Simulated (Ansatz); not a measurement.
Se:
```
Se
1.0
    4.03724     0.00000     0.00000
   -2.01862     3.49635     0.00000
    0.00000     0.00000     5.12266
Se
3
Direct
  0.24879   0.00000   0.83333
  0.00000   0.24879   0.16667
  0.75121   0.75121   0.50000
```

Tensor components refer to the Cartesian frame of this cell.

Q: Give the proper piezoelectric stress tensor with relaxed ions from DFT-PBEsol in the program Ansatz with PAW potentials.

A: In C/m², rows x, y, z, Voigt columns; mesh uncertainty up to 0.03.
```
-1.03   1.03   0.00  -0.16   0.00   0.00
 0.00   0.00   0.00   0.00   0.16   1.03
 0.00   0.00   0.00   0.00   0.00   0.00
```

The elastic tensor of the same run (GPa):

```json
[
 {"": "1", "1": "36.0", "2": "10.2", "3": "28.4", "4": "12.2", "5": "0.0", "6": "0.0"},
 {"": "2", "1": "10.2", "2": "36.0", "3": "28.4", "4": "-12.2", "5": "0.0", "6": "0.0"},
 {"": "3", "1": "28.4", "2": "28.4", "3": "103", "4": "0.0", "5": "0.0", "6": "0.0"},
 {"": "4", "1": "12.2", "2": "-12.2", "3": "0.0", "4": "37.7", "5": "0.0", "6": "0.0"},
 {"": "5", "1": "0.0", "2": "0.0", "3": "0.0", "4": "0.0", "5": "37.7", "6": "12.2"},
 {"": "6", "1": "0.0", "2": "0.0", "3": "0.0", "4": "0.0", "5": "12.2", "6": "12.9"}
]
```

Q: Convert to strain constants d = e·S.

A: In pC/N:
```
-54.4   54.4    0.0   30.9    0.0    0.0
  0.0    0.0    0.0    0.0  -30.9  108.9
  0.0    0.0    0.0    0.0    0.0    0.0
```

Space group P3_121 (trigonal Se type). Symmetry was held in the PBEsol relaxation. A crystal of weakly bound chains computed without a dispersion correction: the cell and the soft elastic constants depend strongly on that.

Potentials: the later of the program's two PAW sets.
